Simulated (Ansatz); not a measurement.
# Competing spin states in NiPtF6

```xyz
16
Lattice="2.4650 1.4232 4.5600 -2.4650 1.4232 4.5600 0.0000 -5.6927 9.1200" Properties=species:S:1:pos:R:3 pbc="T T T"
Ni    0.0000    0.0000    6.8400
Pt    0.0000    0.0000    0.0000
F    -0.9490   -1.2737    7.9846
F     1.5776   -0.1850    7.9846
F    -0.6286    1.4587    7.9846
F     0.9490    1.2737    5.6954
F    -1.5776    0.1850    5.6954
F     0.6286   -1.4587    5.6954
Ni    0.0000   -2.8463   11.4000
Pt    0.0000   -2.8463    4.5600
F    -0.9490   -4.1201   12.5446
F     1.5776   -3.0313   12.5446
F    -0.6286   -1.3876   12.5446
F     0.9490   -1.5726   10.2554
F    -1.5776   -2.6613   10.2554
F     0.6286   -4.3051   10.2554
```

All energies were calculated with Ansatz 0.2.0 (r2SCAN with U_eff = 2.5 eV on Ni d (all-electron-ortho-atomic projectors); 500 eV; 5×5×3 Γ-centred mesh; fermi-dirac occupations of width 0.050 eV). The atoms are fixed and numbered as listed; spin is collinear, without spin-orbit coupling.

Different starts of the self-consistent cycle ended in different solutions. Their moments in μB:

| state | Ni1 | Ni9 | other atoms together | size of the net moment a cell |
| --- | --- | --- | --- | --- |
| A | 1.73 | 1.73 | 0.36 | 4.00 |
| B | 1.73 | -1.73 | 0.00 | 0.00 |
| C | 0.00 | 0.00 | 0.00 | 0.00 |

Site moments are taken in small spheres that don't touch (radius about 0.4 of the atom's shortest bond), so those of the magnetic atoms read low, and they needn't add up to the net moment. State C was run without spin polarisation.

Which state has the lowest energy at zero smearing, and how far up are the others?

State A (parallel moments) comes first by a margin too small to trust; B (antiparallel, compensated) lies 0.2 meV above it, C (without moments) lies 356 meV above it, all counted an atom of the cell. The two lowest differ by only 1.6 meV for each atom with a column above, which mesh or functional could overturn.

Which states have a gap on the mesh, and what pressure does each exert on this cell?

A: gap 3.02 eV, 9.9 GPa; B: gap 3.07 eV, 9.9 GPa; C: no gap, 9.2 GPa (positive in compression).

How much does the cell gain by forming moments?

356 meV an atom of the cell, or 2847 meV for each Ni atom, against state C, which has none. A run without spin would miss this and give wrong energies and forces. That state isn't the paramagnet, which keeps its moments, so this is no ordering energy, and a U raises it further by its penalty on part-filled orbitals.

The cell is that of a Crystallography Open Database entry, unchanged but doubled along one cell vector so that moments can oppose.

Caveats: only orders that fit this cell and collinear spins were tried, so the true order may need a larger cell or canted moments; atoms and cell are not relaxed, and each state would relax in its own way; the U is a value in common use, not computed for this crystal; the k mesh is coarse, so differences of a few meV are uncertain where a state is a metal; at this level the entry's cell stands at +10 GPa (positive in compression); one start a pattern, so a lower state of the same pattern may exist; the nearest magnetic atoms form triangles, which frustrates antiparallel coupling, so the true order may be non-collinear or need another cell; the atoms stand off equilibrium, with forces up to 1.0 eV/Å.
